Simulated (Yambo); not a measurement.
Material: WO3 (space group P2_1/m, No. 11, within 0.06 Å of Cmcm); a = 3.8721 Å, b = 7.4801 Å, c = 3.8743 Å, α = γ = 90.00°, β = 90.35° (8 atoms in the cell). The geometry is that of Materials Project entry mp-636284, symmetrised and not relaxed again.

With PBEsol (pw.x of Quantum ESPRESSO, ONCV potentials, scalar-relativistic), the gap between the mesh's edge points ((-0.5, 0, -0.5) → Γ) is 1.345 eV.

Task: What does a G0W0 run in Yambo give for it (4×2×4 Γ-centred k mesh, bands 3 to 173 and a 7 Ry block in the screening, 173 bands in G with the Bruneval-Gonze terminator, plasmon pole fitted at 27.2 eV)?

Result: The correction is 1.325 eV, giving 2.670 eV, 2.0 times the PBEsol value.  Nearest settings tried, and what they do to the gap: 6 Ry block (183 vectors against 241): -10 meV; 2×1×2 mesh: -112 meV. Not varied: bands in G, bands in W. So the settings aren't converged at that level. Without spin-orbit coupling, band edges of such heavy elements can be off by tenths of an eV.

The structure is a Materials Project entry; no match was found in the copy of COD used, and its stability was not checked.
